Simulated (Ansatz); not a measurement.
Computed with Ansatz (plane waves, PAW, 420 eV cutoff): PBEsol, scalar-relativistic, no spin polarisation, Γ-centred 10×10×6 mesh, 0.05 eV Gaussian smearing; PAW files: Ansatz's generated set soft_2.

A crystal of composition AlX, relaxed at this level of theory, gives this pattern between 10° and 80°.

Cu Kα1 powder pattern (kinematic, no thermal factors).
```
2θ (°)  relative intensity
 25.91                 100
 31.71                   2
 36.41                  12
 45.23                  62
 45.70                  34
 53.28                  15
 59.79                  18
 66.25                  20
 72.77                  12
 77.33                   3
```

Task: Which lattice and cell does the pattern come from?

Result: Hexagonal, space group P6_3/mmc (No. 194), a = 3.967 Å, b = 3.967 Å, c = 4.932 Å, α = 90.00°, β = 90.00°, γ = 120.00°. The line positions fix the lattice at most, not the space group, and lines under 1 % of the strongest aren't listed; this is the group of the computed cell.

A compound AlX has these computed properties.

```
Band gap                                              : zero (metallic)
Density of states at the Fermi level                  : 0.67 states/(eV·atom)
Formation energy from the elements (0 K, uncorrected) : 0.31 eV/atom (unstable against the elements)
Bulk modulus (Birch–Murnaghan)                        : 151 GPa
```

Sites: X on 2a, Al on 2c.

Task: Which element is X?
A. Os
B. Ir
C. W
D. Re

Result: A. X is Os, so the compound is AlOs.

The start was a prototype's sites filled with these elements, not a measured cell.

These numbers lack spin–orbit coupling.
